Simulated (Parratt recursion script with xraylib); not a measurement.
**X-ray reflectivity of single films on Al2O3: where the minima fall**

Model: specular X-ray reflectivity, Parratt recursion, Névot-Croce roughness, xraylib tables. Program: Parratt recursion script with xraylib 4.3.0.

Photon energy 5.415 keV (λ = 2.2896 Å), s polarisation. The grazing angle θ is scanned from 0.05° to 3.72° in 900 evenly spaced points, and the curve is smoothed with a Gaussian of 0.004° full width. A minimum is a scan point below both neighbours, placed by a parabola through ln R at the three points.

Each run is one film on Al2O3 (density 3.873 g/cm³, δ = 27.41 × 10⁻⁶, rms roughness 2.3 Å) under vacuum. The film surface has an rms roughness of 4.8 Å in all runs. The refractive index is n = 1 − δ + iβ. The table lists all minima between 0.8 and 3.05°.

| run | film | thickness d (Å) | density (g/cm³) | δ (10⁻⁶) | β (10⁻⁶) | minima at θ (°) |
|---|---|---|---|---|---|---|
| A | Co | 75 | 8.606 | 53.64 | 1.945 | 1.071, 1.856, 2.694 |
| B | Co | 75 | 9.156 | 57.07 | 2.070 | 1.079, 1.861, 2.697 |
| C | Co | 94 | 8.606 | 53.64 | 1.945 | ? |
| D | Co | 75 | 6.409 | 39.95 | 1.449 | 1.063, 1.853, 2.690 |
| E | Co | 150 | 8.606 | 53.64 | 1.945 | 1.062, 1.444, 1.850, 2.268, 2.692 |

Densities are inputs, not measurements. They were set from computed cells of the Materials Project: Co from entry mp-1183710 (P6₃/mmc, 9.156 g/cm³, taken at 70, 94 and 100 %); Al2O3 from entry mp-1143 (R-3c, 3.873 g/cm³). A layer's crystal structure does not enter its constants, only its composition and density.

Task: How many minima does run C have between 0.8 and 3.05°, and where?

Result: Inside a film the fringe order is m = (2d/λ)(sin²θ − 2δ)^½, with the film's own δ. Where the film's δ lies above the substrate's, its two faces reflect with opposite signs, and minima are expected at whole m.

- Run A, δ above the substrate's: the minima give m = 1.02, 2.01, 3.00.
- Run B, δ above the substrate's: the minima give m = 1.02, 2.01, 3.00.
- Run D, δ above the substrate's: the minima give m = 1.07, 2.04, 3.02.
- Run E, δ above the substrate's: the minima give m = 2.01, 3.01, 4.01, 5.00, 6.00.

In run C the film's δ lies above the substrate's, so take whole m. The window runs from m = 0.77 to 4.29 and holds m = 1, 2, 3, 4. Then sin²θ = 2δ + (mλ/2d)² gives θ = 0.916, 1.517, 2.176, 2.855°.

The run has 4 minima, at 0.926, 1.524, 2.181, 2.856°. The largest distance from one of them to an estimated minimum is 0.010°, against a mean spacing of 0.643°.
